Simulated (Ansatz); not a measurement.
ZnO (wurtzite, P6_3mc), the program Ansatz at the LDA level (PAW), all energies at zero smearing, with the estimated change up to a 700 eV cutoff added, with one set of potentials and settings (totals compare only within such a set). Cell of 4 atoms (2 Zn, 2 O): -7603.979 eV.

```tsv
element	reference phase	E (eV/atom)
Zn	P6_3/mmc, 2 atoms in the cell	-3246.2689
O	C2/m, 4 atoms in the cell, spin-polarised	-552.6597
```

Formation energy per atom, worked out: (-7603.979 − 2×(-3246.2689) − 2×(-552.6597))/4 = -1.530 eV/atom (-148 kJ per mol of atoms), at 0 K, without zero-point energy or fitted corrections.

The LDA relaxation kept the symmetry of its start. The references are the lowest solids computed at this level, not always the standard phases (solids in place of the gases).

Potentials: the earlier of the program's two PAW sets. The files were generated under PBE; for other functionals the program regenerates the frozen cores, and for LDA and PBEsol the local potential too.
